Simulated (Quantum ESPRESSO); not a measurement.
## NbTi2O5F3 (convergence and cost over cutoff and k mesh)

Computed values, not a measurement. The program is pw.x of Quantum ESPRESSO 7.5 (plane-wave density functional theory). The cell is made up: 11 atoms on a fluorite lattice with one site empty, with randomly drawn elements, strain and displacements, not relaxed. PseudoDojo standard norm-conserving files (v0.5 for PBE, v0.4.1 for LDA and PBEsol) set the functional; there is no spin polarisation, spin-orbit coupling or dispersion term, and the masses in the input are unused placeholders.

Input of the run in row 4:

```
&control calculation='scf', pseudo_dir='./dojo.nc.sr.pbe.v0_5.standard.upf', outdir='./o', disk_io='low', tprnfor=.true., tstress=.true. /
&system ibrav=0, nat=11, ntyp=4, nbnd=50, ecutwfc=84.00895049, nosym=.true., tot_charge=0,
 occupations='smearing', smearing='fd', degauss=0.0018374661
/
&electrons conv_thr=7.350e-09, electron_maxstep=60, /
ATOMIC_SPECIES
F 1.0 F.upf
Nb 1.0 Nb.upf
O 1.0 O.upf
Ti 1.0 Ti.upf
CELL_PARAMETERS angstrom
4.8453 0.0 0.0
0.0 4.8453 0.0
0.0 0.0 4.8453
ATOMIC_POSITIONS angstrom
Nb 0.0304 2.481 2.4149
Ti 2.5371 0.0341 2.3347
Ti 2.3458 2.2785 0.0345
O 1.2155 1.1887 1.2402
O 1.2804 1.2189 3.6178
F 1.2141 3.6642 1.1266
F 1.254 3.6864 3.5638
O 3.6919 1.2427 1.3047
O 3.7147 1.1425 3.6118
O 3.6644 3.6268 1.2256
F 3.6679 3.623 3.6451
K_POINTS automatic
5 5 5 1 1 1
```

The same cell was run at these settings. Meshes are shifted by half a step, and differences are from the last row, which is itself not exact.

```
cutoff (eV)     k mesh  k points solved  threshold (eV)  free energy less the last row's (eV)  pressure (GPa)  largest stress difference (GPa)  largest force difference (eV/Å)  iterations  wall time (s)  k-point pools                  processor
        800  2 x 2 x 2                4           1e-04                                 1.527          -19.33                            19.33                            0.079          17             19              4  Intel Xeon, 2023 or later
       1143  2 x 2 x 2                4           1e-07                                -0.249           -0.82                             0.83                            0.119          27             26              4  Intel Xeon, 2023 or later
        604  5 x 5 x 5               63           1e-07                                17.975         -102.19                           102.24                            0.592          18             65              4  Intel Xeon, 2023 or later
       1143  5 x 5 x 5               63           1e-07                                 0.003           -0.17                             0.04                            0.003          23            214              4  Intel Xeon, 2023 or later
       1467  7 x 7 x 7              172           1e-07                                 0.000           -0.13                             0.00                            0.000          23            958              4  Intel Xeon, 2023 or later
```

Each pool is one process. Wall times include start-up and a band step at six k points, which weighs most on the coarsest meshes. The runs were on shared virtual cores whose load varied, so times are rough.